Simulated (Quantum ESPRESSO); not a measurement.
## Band energies of CaB2C2

```xyz
10
Lattice="-2.6741 2.6741 3.7039 2.6741 -2.6741 3.7039 2.6741 2.6741 -3.7039" Properties=species:S:1:pos:R:3 pbc="T T T"
B      1.9334    -0.7407     3.7039
B      0.7407     3.4148     0.0000
B      0.7407     1.9334     3.7039
B      1.9334     0.7407     0.0000
C      1.8204     0.8537     3.7039
C      0.8537     1.8204     0.0000
C     -0.8537     1.8204     3.7039
C      3.5278     0.8537     0.0000
Ca     0.0000     0.0000     5.5559
Ca     0.0000     0.0000     1.8520
```

norm-conserving LDA (Quantum ESPRESSO, 82 Ry, no spin-orbit coupling); path ΓXYSΓZS1NPY1Z,XP; energies in eV from the valence-band maximum.

```csv
k (1/Å),point,band 20,band 21,band 22,band 23,band 24,band 25,band 26,band 27
0.00,Γ,-1.48,-1.48,-0.50,-0.23,-0.23,1.66,3.19,3.75
0.21,,-1.67,-0.95,-0.92,-0.72,-0.26,1.79,2.17,3.85
0.42,,-2.10,-1.82,-1.76,-0.64,-0.03,1.37,2.12,4.16
0.83,X,-2.98,-2.63,-1.99,-1.63,-0.22,2.62,2.65,5.15
1.05,,-2.80,-2.03,-1.96,-1.32,-0.38,2.75,2.93,3.98
1.26,Y,-1.89,-1.74,-0.98,-0.71,-0.59,2.29,3.15,3.76
1.26,S,-1.35,-0.88,-0.82,-0.52,-0.51,1.48,2.81,3.56
1.44,,-2.28,-1.41,-1.07,-0.80,-0.46,1.73,2.63,3.44
1.80,,-1.80,-1.30,-0.89,-0.86,-0.62,1.41,2.12,4.00
1.98,,-1.44,-1.19,-0.91,-0.41,-0.37,1.77,2.31,3.84
2.16,Γ,-1.48,-1.48,-0.50,-0.23,-0.23,1.66,3.19,3.75
2.50,,-1.35,-1.35,-0.39,-0.28,-0.28,1.58,2.94,3.76
2.67,,-1.22,-1.22,-0.32,-0.32,-0.30,0.84,3.84,3.84
3.01,Z,-1.06,-0.70,-0.36,-0.36,-0.18,0.57,3.17,4.05
3.01,S1,-1.35,-0.88,-0.82,-0.52,-0.51,1.48,2.81,3.56
3.35,,-2.42,-1.41,-1.21,-0.60,-0.59,1.94,2.00,4.04
3.53,N,-2.92,-1.43,-1.43,-0.58,-0.58,1.94,1.94,4.32
3.82,,-3.15,-1.59,-1.59,-1.10,-1.10,2.65,2.65,4.08
3.97,,-3.26,-1.75,-1.75,-1.44,-1.44,3.17,3.17,3.95
4.12,P,-3.27,-1.82,-1.82,-1.59,-1.59,3.42,3.42,3.92
4.42,,-2.78,-2.07,-1.72,-1.33,-0.76,2.93,3.27,3.35
4.57,,-2.28,-2.25,-1.40,-0.93,-0.61,2.90,2.96,3.39
4.72,Y1,-1.89,-1.74,-0.98,-0.71,-0.59,2.29,3.15,3.76
4.85,,-1.17,-1.12,-0.89,-0.58,-0.29,1.41,3.50,3.54
4.99,,-1.01,-0.61,-0.59,-0.49,-0.16,0.77,3.27,3.86
5.12,Z,-1.06,-0.70,-0.36,-0.36,-0.18,0.57,3.17,4.05
5.12,X,-2.98,-2.63,-1.99,-1.63,-0.22,2.62,2.65,5.15
5.26,,-3.03,-2.50,-1.97,-1.66,-0.45,2.67,2.88,4.72
5.54,P,-3.27,-1.82,-1.82,-1.59,-1.59,3.42,3.42,3.92
```

The LDA gap is 0.52 eV; at least one edge lies off the plotted path, at a point of the SCF mesh. The smallest direct gap is 0.73 eV.

Geometry of the Materials Project entry, not relaxed at this level.

The structure is a Materials Project entry; no match was found in the copy of COD used, and its stability was not checked.
